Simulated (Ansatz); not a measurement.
The relaxed structure here is a generated cell of ZnSiP2: the first start was made by placing the elements on the sites of a structure type, and the end was not matched to a known phase here, so it may be hypothetical.

A relaxed structure of ZnSiP₂. Space group Pna2₁ (No. 33). Level of theory: PBEsol (plane waves to 420 eV, PAW, scalar-relativistic; Ansatz, a program for electronic structure).

```cif
data_P8Si4Zn4
_chemical_formula_sum 'Zn4 Si4 P8'
_space_group_name_H-M_alt 'Pna21'
_space_group_IT_number 33
_space_group_name_Hall 'P 2c -2n'
_cell_length_a 6.43744
_cell_length_b 7.53218
_cell_length_c 6.17805
_cell_angle_alpha 90.000
_cell_angle_beta 90.000
_cell_angle_gamma 90.000
loop_
_atom_site_label
_atom_site_type_symbol
_atom_site_symmetry_multiplicity
_atom_site_Wyckoff_symbol
_atom_site_fract_x
_atom_site_fract_y
_atom_site_fract_z
_atom_site_occupancy
Zn1 Zn 4 a 0.08834 0.62350 0.00459 1
Si1 Si 4 a 0.07557 0.12626 0.00192 1
P1 P 4 a 0.07199 0.11994 0.36896 1
P2 P 4 a 0.09311 0.63040 0.38454 1
```

```yaml
volume_per_atom: 18.72 Å³
band_gap: 1.36 eV, direct at Γ (no spin-orbit coupling)
shortest_distances: P–Si 2.24 Å; P–Zn 2.34 Å
k-mesh: 4×4×5
```

Band energies at high-symmetry points (eV from the VBM; labels of this space group; no spin-orbit coupling), from −5 eV up to 4.3 eV:

| point | energies |
|---|---|
| Γ | -4.88 -4.86 -4.63 -4.60 -4.55 -3.97 -3.67 -3.45 -2.94 -2.47 -2.32 -2.27 -2.22 -1.09 -1.05 -0.85 -0.21 -0.08 0.00 1.36 1.76 2.15 2.32 2.65 2.89 3.09 3.27 3.46 3.47 3.94 4.25 |
| X | -4.64 -4.64 -4.07 -4.07 -3.73 -3.73 -2.91 -2.91 -2.31 -2.31 -2.07 -2.07 -1.24 -1.24 -0.87 -0.87 -0.46 -0.46 1.38 1.38 2.16 2.16 2.86 2.86 3.12 3.12 3.45 3.45 3.83 3.83 3.98 3.98 |
| S | -4.88 -4.88 -4.66 -4.66 -4.26 -4.26 -4.04 -4.04 -3.09 -3.09 -2.85 -2.85 -1.85 -1.85 -1.55 -1.55 -1.22 -1.22 -1.08 -1.08 2.19 2.19 2.63 2.63 3.16 3.16 3.53 3.53 3.59 3.59 |
| Y | -4.94 -4.94 -4.69 -4.69 -4.10 -4.10 -3.60 -3.60 -3.25 -3.25 -2.79 -2.79 -2.43 -2.43 -1.84 -1.84 -0.95 -0.95 -0.61 -0.61 1.86 1.86 2.78 2.78 3.03 3.03 3.41 3.41 |
| Z | -4.18 -4.18 -3.93 -3.93 -3.78 -3.78 -2.89 -2.89 -2.48 -2.48 -1.57 -1.57 -1.35 -1.35 -0.64 -0.64 -0.60 -0.60 1.63 1.63 2.16 2.16 2.38 2.38 2.86 2.86 3.29 3.29 3.73 3.73 3.80 3.80 |
| U | -4.52 -4.52 -4.52 -4.52 -3.42 -3.42 -3.42 -3.42 -2.33 -2.33 -2.33 -2.33 -1.84 -1.84 -1.84 -1.84 -1.11 -1.11 -1.11 -1.11 1.65 1.65 1.65 1.65 2.46 2.46 2.46 2.46 2.79 2.79 2.79 2.79 |
| R | -4.83 -4.83 -4.80 -4.80 -3.50 -3.50 -3.34 -3.34 -2.71 -2.71 -2.71 -2.71 -2.36 -2.36 -1.93 -1.93 -1.56 -1.56 -1.38 -1.38 2.24 2.24 2.35 2.35 2.98 2.98 3.16 3.16 3.53 3.53 3.82 3.82 |
| T | -4.53 -4.53 -4.33 -4.33 -4.20 -4.20 -4.04 -4.04 -2.95 -2.95 -2.49 -2.49 -2.12 -2.12 -1.74 -1.74 -1.33 -1.33 -0.92 -0.92 1.89 1.89 2.68 2.68 3.01 3.01 3.55 3.55 3.79 3.79 |

No spin polarisation in the result.

The run could not lose the symmetry of its start, so the end can be a saddle point.
